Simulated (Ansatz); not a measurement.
KTaO₃ (cubic perovskite, Pm-3m) at seven volumes, HSE06 (plane waves, PAW; program Ansatz), scaled uniformly. One row is withheld.

```
V (Å³/atom)  P (GPa)
-----------  -------
11.528         24.54
11.908             ?
12.288          6.91
12.668          0.01
13.048         -5.86
13.428        -10.87
13.808        -15.12
```

Q: Fit the shown pressures and predict the withheld one.

A: P = (3/2)B₀(x^(7/2) − x^(5/2))[1 + (3/4)(B′ − 4)(x − 1)] with x = (V₀/V)^(2/3). Least squares on the six rows gives V₀ = 12.669 Å³/atom, B₀ = 212 GPa, B′ = 4.35. At V = 11.908, x = 1.0422 and P = 15.03 GPa. The run itself gave 15.02 GPa.

The cell was relaxed with HSE06 under the symmetry of its start. No spin polarisation was allowed. Scalar-relativistic: spin–orbit coupling is off unless named, which matters more the heavier the elements.

Potentials: the later of the program's two PAW sets.
